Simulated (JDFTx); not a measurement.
```json
{
 "surface": "AlRu(100), Ru outermost, slab composition Al3Ru4",
 "bulk": "AlRu, Pm-3m, lattice of mp-542569 (not re-optimised)",
 "slab": "7 atoms in 7 planes, 1x1, 8.9 Å between the outermost planes",
 "in-plane cell": "2.982 × 2.982 Å, 8.90 Å²",
 "cell_height": "24.9 Å",
 "sampling": "8×8×1 k mesh, Fermi smearing 0.01 Ha, no spin polarisation"
}
```

Whether this polymorph is the ambient one wasn't checked.

Computed with JDFTx (a modified build): PBE, GBRV ultrasoft potentials, plane waves to 20/100 Ha. Liquid on both sides: linear PCM (GLSSA13), water, 0.5 M NaCl; nuclei fixed. 

Charging data:

| U − U_pzc (V) | σ (μC/cm²) |
|---|---|
| -0.92 | -16.07 |
| -0.17 | -3.70 |
| 0.00 | 0.00 |
| 0.28 | 6.96 |
| 0.31 | 8.00 |
| 0.48 | 12.91 |
| 0.68 | 19.26 |

Working it through: a check of Lippmann's equation. The grand free energy per area against the neutral slab, Δγ = [F(N) − F(N₀) − μ(N − N₀)]/2A, is taken from the total energies of the same runs.

| U − U_pzc (V) | Δγ (mJ/m²) |
|---|---|
| -0.92 | -80.2 |
| -0.17 | -3.3 |
| 0.00 | 0.0 |
| 0.28 | -9.4 |
| 0.31 | -12.0 |
| 0.48 | -29.1 |
| 0.68 | -61.3 |

Δγ is largest at zero charge and falls away from it, as dγ/dU = −σ demands. At -0.92 V the computed -80.2 mJ/m² stands beside -74.1 mJ/m² from the constant-capacitance formula.
